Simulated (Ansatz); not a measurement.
Trial structure of La2LuN3, not yet relaxed:

```xyz
6
Lattice="3.1956 -4.8731 0.0000 3.1956 4.8731 0.0000 0.0000 0.0000 3.1809" Properties=species:S:1:pos:R:3 pbc="T T T"
La    3.1956    2.7715    0.0000
La    3.1956   -2.7715    0.0000
Lu    3.1956    0.0000    0.0000
N     0.0000    0.0000    0.0000
N     1.5978   -2.4365    1.5905
N     1.5978    2.4365    1.5905
```

The calculation used DFT PBE, scalar-relativistic, plane waves, PAW in Ansatz 0.2.0. Cutoff 420 eV; k points 4×4×6 on the computed 6-atom cell (Γ-centred); Gaussian smearing, width 0.10 eV; no spin polarisation.

Formation energies are uncorrected and refer to the elements' standard structures at the same level (N₂ as a molecule).

Question: What does a single point on this coarse mesh give?

Answer: The pressure is 32.6 GPa (the mean over three directions, positive in compression), the largest force is 3.46 eV/Å, and the energy is +0.63 eV/atom against the elements. The shortest distance is 2.10 Å.

Question: Is it a good guess?

Answer: A rough one: relaxing gains about 0.93 eV/atom (the start's value is from the coarse mesh, so the gain is rough) in 31 ionic steps and ends at −0.30 eV/atom on the finer mesh. The symmetry stays Cmmm (No. 65). The volume per atom grows by 28.2 %, from 16.5 to 21.2 Å³. The shortest distance goes from 2.10 Å (La–N) to 2.25 Å (Lu–N and N–N). Conventional cell: a = 4.499 Å, b = 15.846 Å, c = 3.564 Å. La is surrounded by 5 N at 2.49–2.63 Å and 2 Lu at 3.46 Å; Lu has 2 N at 2.25 Å and 4 La at 3.46 Å; around N on a site of symmetry mmm lie 2 Lu at 2.25 Å and 2 La at 2.63 Å; 1 more site not described.

The last run used a 10×10×10 mesh for its 6-atom cell and Gaussian smearing of 0.10 eV. The relaxation can't lower the symmetry of the start, and the grade says only how near the guess is to its own end. Symmetry constrained the relaxation, so the result can be a saddle point. Another cell of La2LuN3 relaxed alike, in P-3m1, lies 1.06 eV/atom lower, so this cell isn't the stable form at this level.
